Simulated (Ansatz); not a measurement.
CoAuO$_{2}$:
```yaml
crystal:
  lattice:
    - [2.88305, 0.00000, 0.00000]
    - [-1.44152, 2.49679, 0.00000]
    - [0.00000, 0.00000, 12.16785]
  atoms:
    - { symbol: Co, position: [0.00000, 0.00000, 0.00000] }
    - { symbol: Co, position: [0.00000, 0.00000, 0.50000] }
    - { symbol: Au, position: [0.66667, 0.33333, 0.75000] }
    - { symbol: Au, position: [0.33333, 0.66667, 0.25000] }
    - { symbol: O, position: [0.33333, 0.66667, 0.42222] }
    - { symbol: O, position: [0.66667, 0.33333, 0.57778] }
    - { symbol: O, position: [0.66667, 0.33333, 0.92222] }
    - { symbol: O, position: [0.33333, 0.66667, 0.07778] }
```

Relaxed with r²SCAN. Special points in fractions of this cell's reciprocal vectors: Γ (0.000, 0.000, 0.000); M (0.500, 0.000, 0.000); K (0.333, 0.333, 0.000); A (0.000, 0.000, 0.500); L (0.500, 0.000, 0.500); H (0.333, 0.333, 0.500).

**Question.** List the band energies nearest the valence-band maximum at these points for DFT-r²SCAN in the program Ansatz with PAW potentials.

**Answer.** In eV from the valence-band maximum; about four levels below and three above (degenerate sets whole), none deeper than 8.9 eV; points with the same levels are listed once.

| k | below | above |
|---|---|---|
| Γ | -1.59 -1.59 -1.52 -0.73 | 1.93 2.27 2.27 |
| M | -1.19 -1.06 -0.10 0.00 | 1.76 1.85 2.17 |
| K | -0.98 -0.98 -0.12 -0.12 | 1.72 1.72 1.85 1.85 |
| A | -1.72 -1.72 -1.72 -1.72 -1.01 -1.01 | 2.30 2.30 2.37 2.37 2.37 2.37 |
| L | -1.14 -1.14 -0.06 -0.06 | 1.82 1.82 2.27 2.27 |
| H | -1.01 -1.01 -0.10 -0.10 | 1.68 1.68 1.88 1.88 |

Space group P6_3/mmc. The first step of the workflow began from a Materials Project structure, measured or hypothetical; the Crystallography Open Database copy checked does not list it. Its standing as an ambient phase is unchecked. The cell was relaxed with r²SCAN under the symmetry of its start; its stability against distortions is not shown here. No spin polarisation was allowed. No Hubbard U is applied. Scalar-relativistic: spin–orbit coupling is off unless named, which matters more the heavier the elements.

Potentials: the later of the program's two PAW sets.
